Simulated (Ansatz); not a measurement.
Os (hcp (Mg type), space group No. 194), a = b = 2.7158 Å, c = 4.2898 Å, α = β = 90.00°, γ = 120.00°.

Relaxed with LDA.

### Question
Decompose the optical modes at the zone centre into irreducible representations, and say which are infrared and Raman allowed.

### Answer
Point group 6/mmm: Γ_opt = B1g + E2g. Infrared: none. Raman: E2g.

### Question
Assign frequencies (DFPT, the program Ansatz at the LDA level (PAW)).

### Answer
E2g 172, B1g 225 cm⁻¹.

Subscripts of B labels follow the axes of the standard setting.

Space group P6_3/mmc (hcp (Mg type)). The cell was relaxed with LDA under the symmetry of its start. No spin polarisation was allowed. As this level gives no gap, phonon frequencies hold no LO–TO term and depend on the k-mesh and smearing (Fermi–Dirac, 0.1 eV here). Axis ratios of metals converge slowly with the k-mesh, so a and c are less sure than the volume. Scalar-relativistic: spin–orbit coupling is off unless named, which matters more the heavier the elements.

Potentials: the earlier of the program's two PAW sets. The files were generated under PBE; for other functionals the program regenerates the frozen cores, and for LDA and PBEsol the local potential too.
